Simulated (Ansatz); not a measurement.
**Fields on a plane of CrCuO2 (delafossite type, space group R-3m)**

```xyz
4
Lattice="1.4821 0.8557 5.6402 -1.4821 0.8557 5.6402 0.0000 -1.7114 5.6402" Properties=species:S:1:pos:R:3 pbc="T T T"
Cu     0.0000     0.0000     0.0000
Cr     0.0000     0.0000     8.4603
O      0.0000     0.0000     1.8295
O      0.0000     0.0000    15.0912
```

The slice is a (-1 1 0 4) plane (indices of the conventional cell) through the point (0.000, 0.000, 0.000) (fractional), spanned by u = [1 0 -1] and v = [1 -1 1] in vectors of this cell: u (2.96 Å) and v (6.60 Å, at 90° to u). It covers one period; positions are fractions (u, v).

Atoms on it: Cu at (0.00, 0.00); Cr at (0.00, 0.50). Other atoms lie within 1 Å of the plane.

These are PBEsol (plane waves to 420 eV, PAW, scalar-relativistic; Ansatz, a quantum-chemistry and plane-wave program) values and carry that method's errors. k mesh 13×13×13. Inside the PAW spheres the values are not all-electron values, and peaks at nuclei hang on which shells count as valence. CrCuO2 is run spin-polarised and with no Hubbard U. CrCuO2 was relaxed with its symmetry unable to fall. Relaxed CrCuO2 ends ferromagnetic. The PAW data are Ansatz's earlier set. Other magnetic orders were not checked, so this need not be the ground state.

```
v \ u  0.00  0.14  0.29  0.43  0.57  0.71  0.86
-----  ----  ----  ----  ----  ----  ----  ----
0.88   0.01  0.00  0.00  0.00  0.00  0.00  0.00
0.75   0.01  0.00  0.00  0.00  0.00  0.00  0.00
0.62   0.20  0.18  0.07  0.01  0.01  0.07  0.18
0.50   4.55  1.86  0.26  0.03  0.03  0.26  1.86
0.38   0.20  0.18  0.07  0.01  0.01  0.07  0.18
0.25   0.01  0.00  0.00  0.00  0.00  0.00  0.00
0.12   0.01  0.00  0.00  0.00  0.00  0.00  0.00
0.00   0.04  0.00  0.00  0.00  0.00  0.00  0.00
```

Values: spin density, up minus down in e/Å³. 

```
|xxxx2222222222222222222222xx|
|4433222222222222222222222233|
|1111222222221111112222222211|
|1111111111111111111111111111|
|2222221111110000001111112222|
|5544332211000000000011223344|
|7766553311000000000011335566|
|7777553311000000000011335577|
|6655442200000000000000224455|
|3333221100000000000000112233|
|1111111111000000000011111111|
|3333332211111100111111223333|
|5566775533111111111133557766|
|9999997744111111111144779999|
|xxxx9988441111111111448899xx|
|xxxx9977441111111111447799xx|
|xxxx9988441111111111448899xx|
|9999997744111111111144779999|
|5566775533111111111133557766|
|3333332211111100111111223333|
|1111111111000000000011111111|
|3333221100000000000000112233|
|6655442200000000000000224455|
|7777553311000000000011335577|
|7766553311000000000011335566|
|5544332211000000000011223344|
|2222221111110000001111112222|
|1111111111111111111111111111|
|1111222222221111112222222211|
|4433222222222222222222222233|
|xxxx2222222222222222222222xx|
|xxxx3322222222222222222233xx|
```
Scale: ten equal steps from 0.02 (start of '0') to 0.65 (end of '9'), in the order '0123456789'. Values: ELF of the up spins. The map has 14 points along u (two characters each, u = 0 at the left) and 32 along v (v = 0 in the bottom row). Points within 0.4 Å of a nucleus are blanked (x), as the pseudised field means little there.
